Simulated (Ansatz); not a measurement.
# HgPd: do energies and stresses tell the same story?

These are results of DFT r2SCAN, scalar-relativistic, plane waves, PAW (Ansatz), not measurements.

Settings: cutoff 500 eV, Γ-centred mesh 14×14×12 on the computed 2-atom cell, Gaussian smearing of 0.10 eV; no spin polarisation.

Relaxed cell: P4/mmm, a = 3.043 Å, b = 3.043 Å, c = 3.775 Å, α = 90.00°, β = 90.00°, γ = 90.00°, 2 atoms in the primitive cell. Whether it is the stable form of this composition wasn't checked.

Energies at zero smearing and pressures from the stress tensor, at volumes with shape and atoms relaxed:
```json
{"V (Å³/atom)": "15.382", "E − E(first) (meV/atom)": "0.00", "P (GPa)": "23.97"}
{"V (Å³/atom)": "15.906", "E − E(first) (meV/atom)": "-65.01", "P (GPa)": "16.06"}
{"V (Å³/atom)": "16.431", "E − E(first) (meV/atom)": "-106.58", "P (GPa)": "9.61"}
{"V (Å³/atom)": "16.955", "E − E(first) (meV/atom)": "-129.05", "P (GPa)": "4.33"}
{"V (Å³/atom)": "17.479", "E − E(first) (meV/atom)": "-135.90", "P (GPa)": "0.02"}
{"V (Å³/atom)": "18.004", "E − E(first) (meV/atom)": "-129.96", "P (GPa)": "-3.49"}
{"V (Å³/atom)": "18.528", "E − E(first) (meV/atom)": "-113.63", "P (GPa)": "-6.33"}
{"V (Å³/atom)": "19.227", "E − E(first) (meV/atom)": "-79.19", "P (GPa)": "-9.26"}
```

Q: Check P = −dE/dV between neighbouring volumes, and get the bulk modulus from the pressures alone.

A: With 1 eV/Å³ = 160.2 GPa:
```json
{"middle V (Å³/atom)": "15.644", "−ΔE/ΔV (GPa)": "19.862", "mean P (GPa)": "20.017"}
{"middle V (Å³/atom)": "16.168", "−ΔE/ΔV (GPa)": "12.702", "mean P (GPa)": "12.833"}
{"middle V (Å³/atom)": "16.693", "−ΔE/ΔV (GPa)": "6.867", "mean P (GPa)": "6.968"}
{"middle V (Å³/atom)": "17.217", "−ΔE/ΔV (GPa)": "2.093", "mean P (GPa)": "2.174"}
{"middle V (Å³/atom)": "17.742", "−ΔE/ΔV (GPa)": "-1.817", "mean P (GPa)": "-1.738"}
{"middle V (Å³/atom)": "18.266", "−ΔE/ΔV (GPa)": "-4.988", "mean P (GPa)": "-4.912"}
{"middle V (Å³/atom)": "18.878", "−ΔE/ΔV (GPa)": "-7.891", "mean P (GPa)": "-7.793"}
```

The two differ by 0.16 GPa at most. The mean of two end pressures misses the average over a step by about ΔV² P″/12, up to 0.13 GPa here; with that taken off 0.03 GPa remains. The stress is the derivative of the free energy, not of the energy at zero smearing, and with free energies 0.01 GPa remains. Around V = 17.479 Å³/atom, the two neighbours give B = −V ΔP/ΔV = 17.479 × 7.82 / 1.049 = 130.4 GPa, against B0 = 129.3 GPa from the Birch–Murnaghan fit of the energies.

Spin–orbit coupling is left out, which can shift energies with elements as heavy as these.

Cost: 9 runs of about 11 core-minutes in all, on Arm Neoverse V1 (shared hosts).